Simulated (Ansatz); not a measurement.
BaHfO₃ (cubic perovskite, Pm-3m), a = 4.1771 Å, b = 4.1771 Å, c = 4.1771 Å, α = 90.00°, β = 90.00°, γ = 90.00°.

Relaxed with r²SCAN.

Problem. Tabulate the valence density and the electron localisation function along the shortest Hf–O contact (2.09 Å), DFT-r²SCAN in the program Ansatz with PAW potentials.

Solution. 

| distance from Hf (Å) | density (e/Å³) | ELF |
|---|---|---|
| 0.21 | 29.47 | 0.80 |
| 0.31 | 23.32 | 0.83 |
| 0.42 | 16.80 | 0.85 |
| 0.52 | 11.02 | 0.85 |
| 0.63 | 6.62 | 0.80 |
| 0.73 | 3.68 | 0.67 |
| 0.84 | 1.96 | 0.45 |
| 0.94 | 1.09 | 0.23 |
| 1.04 | 0.75 | 0.17 |
| 1.15 | 0.71 | 0.27 |
| 1.25 | 0.88 | 0.53 |
| 1.36 | 1.24 | 0.75 |
| 1.46 | 1.89 | 0.82 |
| 1.57 | 2.94 | 0.82 |
| 1.67 | 4.33 | 0.76 |
| 1.78 | 5.72 | 0.63 |
| 1.88 | 6.80 | 0.45 |

The density is the valence pseudo-density with augmentation charge, so density and ELF within about 1 Å of a nucleus are not all-electron values.

The r²SCAN relaxation kept the symmetry of its start; phonons on a q-mesh show no instability. No spin polarisation was allowed. Scalar-relativistic: spin–orbit coupling is off unless named, which matters more the heavier the elements.

Potentials: the later of the program's two PAW sets.
